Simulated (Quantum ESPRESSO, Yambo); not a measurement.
## Levels of theory for the gap of Sr$_{2}$MgWO$_{6}$

Sr2MgWO6 (space group Fm-3m, No. 225): one geometry, one set of PBEsol (Quantum ESPRESSO, PseudoDojo norm-conserving, 84 Ry, no spin-orbit coupling) orbitals, self-energies from Yambo (2×2×2 Γ-centred k mesh, bands 3 to 203 and a 7 Ry block in the screening, 203 bands in G with the Bruneval-Gonze terminator, plasmon pole fitted at 27.2 eV).

The geometry is that of Materials Project entry mp-18848, symmetrised and not relaxed again.

| level | gap Γ → X (eV) | direct gap at X (eV) | rough Yambo cost |
|---|---|---|---|
| PBEsol (Quantum ESPRESSO) | 2.71 | 2.78 | – |
| exchange only (Hartree-Fock self-energy on PBEsol orbitals) | 13.44 | 13.47 | about 1/10 (6 states) |
| static COHSEX@PBEsol | 5.21 | 5.27 | within a factor of two (3 states) |
| G0W0@PBEsol, plasmon pole | 4.58 | 4.65 | 1 (6 states) |
| G0W0@PBEsol, multipole fit to 8 frequencies, no terminator | 4.59 | 4.67 | within a factor of two (3 states) |
| G0W0@PBEsol, plasmon pole, no terminator | 4.63 | 4.71 | about 1/6 (3 states, screening reused) |

Bare exchange has no screening and gives the widest gap; static COHSEX screens it but leaves out the frequency dependence, which G0W0 restores. All rows use the PBEsol edge points; in the exchange only run other k points give a smaller gap, 13.24 eV.

Costs are rough ratios of core time on shared machines.

Nearest settings tried, and what they do to the gap: 135 bands in G: +4 meV; 135 bands in W, 135 bands in G: +52 meV; 3 Ry block (89 vectors against 307): +106 meV. Not varied: mesh. So the settings aren't converged at that level. The k mesh is coarse.

Spin-orbit coupling is left out, which matters for elements this heavy: edges can move by tenths of an eV.

The structure is a Materials Project entry; no match was found in the copy of COD used, and its stability was not checked.
